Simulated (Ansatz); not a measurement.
## Mn (simple cubic): energy against volume

These are results of Ansatz 0.2.0, DFT, PBEsol, plane waves (420 eV) with PAW, scalar-relativistic, not measurements. The PAW files were generated under PBE, with cores re-solved for the functional.

The cell is scaled uniformly from the relaxed one, with fractional coordinates and shape fixed. Energies are extrapolated to zero smearing, pressures are those at the given smearing. Magnetic state: spin not included. It is not the lowest magnetic state of this structure.

A Birch-Murnaghan fit gives V₀ = 11.41 Å³/atom, B₀ = 235 GPa, B₀′ = 4.3.

Task: What are the energy above the minimum and the pressure at 10.524 Å³/atom?

Result: 58.8 meV/atom and 23.27 GPa as computed.

Task: What are the energy above the minimum and the pressure at 12.354 Å³/atom?

Result: 49.4 meV/atom and -15.20 GPa as computed.

Task: What are the energy above the minimum and the pressure at 12.812 Å³/atom?

Result: 102.5 meV/atom and -20.69 GPa as computed.
